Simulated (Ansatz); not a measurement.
Here is the system:

LaCoO3:
```yaml
crystal:
  lattice:
    - [3.77779, 0.00000, 0.00000]
    - [0.00000, 3.77779, 0.00000]
    - [0.00000, 0.00000, 3.77779]
  atoms:
    - { symbol: La, position: [0.00000, 0.00000, 0.00000] }
    - { symbol: Co, position: [0.50000, 0.50000, 0.50000] }
    - { symbol: O, position: [0.50000, 0.50000, 0.00000] }
    - { symbol: O, position: [0.00000, 0.50000, 0.50000] }
    - { symbol: O, position: [0.50000, 0.00000, 0.50000] }
```
The run is spin-polarised, in the one order tried: ferromagnetic.

This is the PBEsol-relaxed structure.

Task: All from PBEsol (plane waves, PAW; program Ansatz), unless another level is named. Give the net moment.

Result: 0.27 μB per atom.

Task: Predict the Bader charges.

Result: La +2.06, Co +1.38, O -1.15 e.

Space group Pm-3m (cubic perovskite). The workflow started from an entry of the Crystallography Open Database (COD), which files this formula under 3 space groups. Its standing as an ambient phase is unchecked. The PBEsol relaxation kept the symmetry of its start; whether a distortion lowers the energy is not shown. The final state is ferromagnetic, the only order run, not a proven ground state. The cell computed holds one magnetic atom, so no antiferromagnetic order was within reach. No Hubbard U is applied. Scalar-relativistic: spin–orbit coupling is off unless named, which matters more the heavier the elements.

Potentials: the later of the program's two PAW sets.
